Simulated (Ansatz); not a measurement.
Data:

Starting cell, Rh (fcc, Cu type):

```yaml
crystal:
  lattice:
    - [0.00000, 3.83026, 3.83026]
    - [1.91513, 0.00000, 1.91513]
    - [1.91513, 1.91513, 0.00000]
  atoms:
    - { symbol: Rh, position: [0.00000, 0.00000, 0.00000] }
    - { symbol: Rh, position: [0.50000, 0.00000, 0.00000] }
```

The atoms are displaced by Q × the pattern below (from a DFPT mode at L = (0.5, 0.0, 0.0), largest move 1; Q in Å), at fixed cell. It is one choice among 2 degenerate patterns. (q is in reciprocal vectors of the primitive cell; the cell shown is doubled to hold the pattern.)

| atom | x | y | z |
|---|---|---|---|
| Rh1 | -0.285 | 0.520 | -0.805 |
| Rh2 | 0.285 | -0.520 | 0.805 |

All values below come from PBE (plane waves to 420 eV, PAW, scalar-relativistic; Ansatz, a program for electronic structure). k mesh 21×21×21 (Γ-centred), Fermi-Dirac smearing 0.05 eV. The energy includes the smearing's −TS. With partly filled bands, energies and forces of such displacements shift with the k mesh and the smearing. Rh is run without spin polarisation. Rh was relaxed with its symmetry unable to fall. The PAW data are Ansatz's earlier set. ΔE is measured from the undisplaced structure.

The scan covers Q from -0.100 to 0.100 Å in 13 points.

Q: Is this a single well or a double well?

A: A single well with its minimum at or next to zero displacement.

Q: Which space group does the distorted structure have?

A: P-1 (No. 2), lowered from Fm-3m.

Q: What is the energy change at Q = 0.100 Å?

A: 67 meV/cell.

Q: What harmonic wavenumber does the curvature at Q = 0 give?

A: 134 cm⁻¹.

(A displaced cell: forces are minus the slopes of the energy, force constants its curvatures, and phonons follow from these.)
